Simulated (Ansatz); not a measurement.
Below is a relaxed structure of GaSb2. The cell was found from a structure generator's guess, not taken from experiment.

All numbers below come from DFT PBE, scalar-relativistic, plane waves, PAW (Ansatz). Cutoff 420 eV, Γ-centred mesh, Gaussian smearing, no spin polarisation.

```
CELL_PARAMETERS angstrom
8.25585 0.00000 0.00000
0.00000 2.17707 2.24100
0.00000 -2.17707 2.24100
ATOMIC_POSITIONS crystal
Ga 0.00000 0.75400 0.75400
Sb 0.31356 0.12489 0.12489
Sb 0.68644 0.12489 0.12489
```

Energies over the elements count from the elements' standard structures at the same level, with no fitted energy shifts.

Task: What space group does it have?

Result: Amm2 (No. 38). Conventional cell: a = 8.256 Å, b = 4.354 Å, c = 4.482 Å. Ga has 2 Sb at 3.08 Å, 4 Ga at 3.12 Å, 4 Sb at 3.43 Å and 2 Sb at 3.83 Å; Sb is surrounded by 1 Ga at 3.08 Å, 5 Sb at 3.08–3.12 Å, 2 Ga at 3.43 Å and 1 Ga at 3.83 Å.

Task: What is its formation energy per atom?

Result: +0.11 eV/atom. It can't be a ground state, since the elements alone are lower.

Task: Is it a metal?

Result: Yes, bands cross the Fermi level on the 6×16×16 mesh.

The last run used a 6×16×16 mesh (in the run's order of axes) for its 3-atom cell and Gaussian smearing of 0.10 eV. These runs have no spin–orbit coupling, which can matter for Sb. This cell was reached by moving the atoms of another relaxed cell at random and relaxing again, last within the group found; it had no such test of its own. Another cell of GaSb2 relaxed alike, in P-3m1, lies 62 meV/atom lower, so this cell isn't the stable form at this level.
